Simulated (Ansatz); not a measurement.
Polymorphs of TiAl, each relaxed with the program Ansatz at the r²SCAN level (PAW):

A: P-6m2
a = b = 2.8707 Å, c = 4.6295 Å, α = β = 90.00°, γ = 120.00°

```tsv
atom	site	symmetry	x	y	z
Ti	1a	-6m2	0.0000	0.0000	0.0000
Al	1d	-6m2	0.3333	0.6667	0.5000
```

B: L1₀ or tetragonal B2 (P4/mmm)
a = b = 2.810 Å, c = 4.066 Å, α = β = γ = 90.00°

```
atom  site  symmetry       x       y       z
----  ----  --------  ------  ------  ------
Al      1d     4/mmm  0.5000  0.5000  0.5000
Ti      1a     4/mmm  0.0000  0.0000  0.0000
```

**Question.** Rank these by energy per atom at 0 K (lowest first), as r²SCAN gives it.

**Answer.** B (+0 meV/atom), A (+179 meV/atom)

Not the usual ambient phase: A. Perhaps ordered models of mixed-site phases: A. All cells were relaxed under the symmetry of their starts (and spin orders); stability against distortions was not tested throughout. Rows with no word on spin ran without spin polarisation.

Energies hold the estimated change up to a 700 eV cutoff; steps of a few meV lie near the error of the meshes.

Potentials: the later of the program's two PAW sets.
